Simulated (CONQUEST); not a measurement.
A self-consistent single point of Ag (Fm-3m, 4 atoms in the cell; from Materials Project mp-124, changed as shown).

```
CELL_PARAMETERS angstrom
      4.11799     0.00000     0.00000
      0.00000     4.11799     0.00000
      0.00000     0.00000     4.11799
ATOMIC_POSITIONS crystal
  Ag 0.00000 0.00000 0.00000
  Ag 0.00000 0.50000 0.50000
  Ag 0.50000 0.00000 0.50000
  Ag 0.50000 0.50000 0.00000
```

Method: CONQUEST with PBE, numerical atomic orbitals double-zeta with polarisation (the shipped basis), PseudoDojo norm-conserving potentials made for PBE.

CONQUEST settings:

| key | value |
|---|---|
| basis | DZP |
| Diag.MPMeshX, Y, Z | 4 4 4 |
| potentials | PseudoDojo norm-conserving PBE |
| Grid.GridCutoff | 140 Ha |
| DM.SolutionMethod | diagon |
| Diag.kT | 0.003675 Ha |
| Diag.GammaCentred | true |
| minE.SCTolerance | 1.0e-06 |
| SC.MaxIters | 100 |
| SC.LinearMixingFactor | 0.5 |
| SC.KerkerPreCondition | true |
| SC.KerkerFactor | 0.5 1/bohr |
| AtomMove.TypeOfRun | static |

Results:

| Property | Result |
|---|---|
| Number of valence electrons | 76 |
| Number of bands | 76 |
| Number of k-points after the program's reduction | 51 |
| Size of the basis | 76 |
| Number of SCF iterations | 12 |
| FFT grid | 48 × 48 × 48 |
| Free energy E − TS | -16872.2034 eV |
| Fermi level (on the code's own zero) | -4.36 eV |
| Pressure | 3.48 GPa |

For comparison: a first run was changed to give this one (volume scaled by 1.01), and from it to this one the free energy falls by 4.1 meV/atom and the pressure goes from 4.17 to 3.48 GPa.

The program uses no crystal symmetry, so grid and mesh can part values that symmetry would make equal. The atom-centred basis is finite, which shifts total energies and pressures against plane waves. The structure comes from a collection of computed structures, made at another level of theory; the collection holds predicted forms beside known ones. No clean gap shows at this smearing width and mesh (spacing up to 0.38 Å⁻¹); the mesh is coarse for partly filled bands, so the values carry mesh errors.

Cost on one core: around 90 core-seconds (rough).
